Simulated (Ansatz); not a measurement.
MoW in space group Cmcm (No. 63; W on 4c, Mo on 4c) under volume change, r²SCAN (plane waves, PAW; program Ansatz), shape and atoms relaxed at each volume.

| V (Å³/atom) | E − E(relaxed) (meV/atom) | P (GPa) |
|---|---|---|
| 14.633 | 128.6 | 30.88 |
| 15.115 | 54.1 | 18.94 |
| 15.598 | [?] | [?] |
| 16.080 | 0.0 | 0.00 |
| 16.562 | [?] | [?] |
| 17.045 | 43.9 | -13.87 |
| 17.527 | 94.1 | -19.30 |

### Question
What belongs in the gaps?

### Answer

- 16.562, E − E(relaxed) (meV/atom): 11.5
- 16.562, P (GPa): -7.47
- 15.598, E − E(relaxed) (meV/atom): 12.8
- 15.598, P (GPa): 8.74

### Question
What does a third-order Birch–Murnaghan fit give for V₀, B₀ and B′?

### Answer
V₀ = 16.08 Å³/atom, B₀ = 269 GPa, B′ = 4.2.

The start of the workflow was typed in or built on a structure type; neither database checked (COD, Materials Project) lists it. Whether it is the stable phase at ambient conditions was not checked. The cell was relaxed with r²SCAN under the symmetry of its start; whether a distortion lowers the energy is not shown. No spin polarisation was allowed. Its formation energy is positive at this level, so the cell may be metastable or incomplete. Scalar-relativistic: spin–orbit coupling is off unless named, which matters more the heavier the elements.

Potentials: the earlier of the program's two PAW sets.
